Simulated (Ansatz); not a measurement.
Here is the system:

AlN:
```
CELL_PARAMETERS angstrom
      3.13027     0.00000     0.00000
     -1.56513     2.71089     0.00000
      0.00000     0.00000     5.01808
ATOMIC_POSITIONS crystal
  Al 0.66667 0.33333 0.00337
  Al 0.33333 0.66667 0.50337
  N  0.66667 0.33333 0.62183
  N  0.33333 0.66667 0.12183
```

This is the PBE-relaxed structure.

Problem. All from PBE in the plane-wave PAW code Ansatz, unless another level is named. Predict the band gap.

Solution. 4.03 eV (direct).

Problem. Next, the formation energy from the elements (no fitted shifts)?

Solution. -1361 meV/atom.

Problem. Predict the hole effective mass.

Solution. 0.24, 4.6, 4.6 mₑ (principal values).

Problem. Give the electron effective mass.

Solution. 0.29 mₑ (isotropic).

Problem. What about the valence-band maximum?

Solution. at Γ.

Problem. Predict the weight of the conduction-edge state by species (Voronoi cells).

Solution. N 55 %, Al 45 %.

Space group P6_3mc (wurtzite). The PBE relaxation kept the symmetry of its start. The references are the lowest solids computed at this level, not always the standard phases (solids in place of the gases).

Potentials: the later of the program's two PAW sets.
